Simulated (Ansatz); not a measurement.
Cu3Ge:
```
Cu3Ge
1.0
    2.69955     0.00000     0.00000
   -1.34977     2.33788     0.00000
    0.00000     0.00000     8.17666
Cu Ge
3 1
Direct
  0.00000   0.00000   0.50000
  0.66667   0.33333   0.74246
  0.66667   0.33333   0.25754
  0.00000   0.00000   0.00000
```

Relaxed with r²SCAN. Special points in fractions of this cell's reciprocal vectors: Γ (0.000, 0.000, 0.000); M (0.500, 0.000, 0.000); K (0.333, 0.333, 0.000); A (0.000, 0.000, 0.500); L (0.500, 0.000, 0.500); H (0.333, 0.333, 0.500).

Question: List the band energies nearest the Fermi level at these points for the program Ansatz at the r²SCAN with spin–orbit coupling level (PAW).

Answer: In eV from the Fermi level; about four levels below and three above (degenerate sets whole), none deeper than 8.9 eV; points with the same levels are listed once.

| k | below | above |
|---|---|---|
| Γ | -1.97 -1.97 -1.87 -1.87 | 1.67 1.67 11.27 11.27 |
| M | -1.67 -1.67 -1.00 -1.00 | 0.12 0.12 1.57 1.57 |
| K | -1.75 -1.72 -1.64 -1.62 | 1.39 1.42 2.87 2.87 |
| A | -1.97 -1.97 -1.87 -1.87 | 4.39 4.39 6.42 6.42 |
| L | -1.70 -1.70 -1.11 -1.11 | 0.55 0.55 1.86 1.86 |
| H | -1.69 -1.65 -1.40 -1.38 | 1.30 1.32 2.48 2.48 |

Space group P-6m2. The first step of the workflow began from a Materials Project structure, measured or hypothetical; the Crystallography Open Database copy checked does not list it. Whether it is the stable phase at ambient conditions was not checked. The cell was relaxed with r²SCAN under the symmetry of its start; its stability against distortions is not shown here. The run is not spin-polarised. Its formation energy is positive at this level, so the cell may be metastable or incomplete.

Potentials: the later of the program's two PAW sets.
